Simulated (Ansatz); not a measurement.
Relaxed-ion elastic tensor of Mg (9R (Sm type), R-3m) in GPa (Voigt order), plane-wave PAW r²SCAN (Ansatz code); density 1.78 g/cm³, 22.65 Å³ per atom.

```
67.6  28.5  21.4   0.5   0.0   0.0
28.5  67.6  21.4  -0.5   0.0   0.0
21.4  21.4  76.4   0.0   0.0   0.0
 0.5  -0.5   0.0  22.6   0.0   0.0
 0.0   0.0   0.0   0.0  22.6   0.5
 0.0   0.0   0.0   0.0   0.5  19.5
```

**Question.** Is the crystal mechanically stable?

**Answer.** Yes: the smallest eigenvalue of C is 19.4 GPa.

**Question.** Work out the Voigt, Reuss and Hill averages.

**Answer.** K_V = 39.4, K_R = 39.4, K_H = 39.4; G_V = 22.3, G_R = 22.0, G_H = 22.1 GPa.

**Question.** Give Young's modulus, Poisson's ratio, Pugh's ratio and the universal anisotropy index.

**Answer.** E = 9KG/(3K + G) = 55.9 GPa; ν = 0.26; K/G = 1.78 (near the Pugh limit of 1.75, no verdict); A_U = 5G_V/G_R + K_V/K_R − 6 = 0.08.

**Question.** Estimate the sound speeds and the Debye temperature.

**Answer.** v_l = √((K + 4G/3)/ρ) = 6220 m/s, v_t = √(G/ρ) = 3520 m/s, mean 3920 m/s; Θ = (h/k)(3n/4πV)^(1/3) v_m = 412 K.

**Question.** Solve the Christoffel equation for the three sound speeds along x, y, z.

**Answer.** Eigenvalues of C_ijkl n_j n_l equal ρv². In km/s, slowest first: x 3.30, 3.57, 6.16; y 3.31, 3.56, 6.16; z 3.56, 3.56, 6.55.

**Question.** How much does each axis shrink under pressure?

**Answer.** Linear compressibilities β_i = Σ_j S_ij (j = 1 to 3): x 8.6, y 8.6, z 8.3 per TPa.

The workflow started from a Materials Project entry (that database holds measured and hypothetical structures alike); the Crystallography Open Database copy checked does not list it. It is not the phase usual at ambient conditions (space group No. 194). The r²SCAN relaxation kept the symmetry of its start; its stability against distortions is not shown here. As this level gives no gap, shear constants depend on the k-mesh and smearing (Fermi–Dirac, 0.1 eV here).

Potentials: the earlier of the program's two PAW sets.
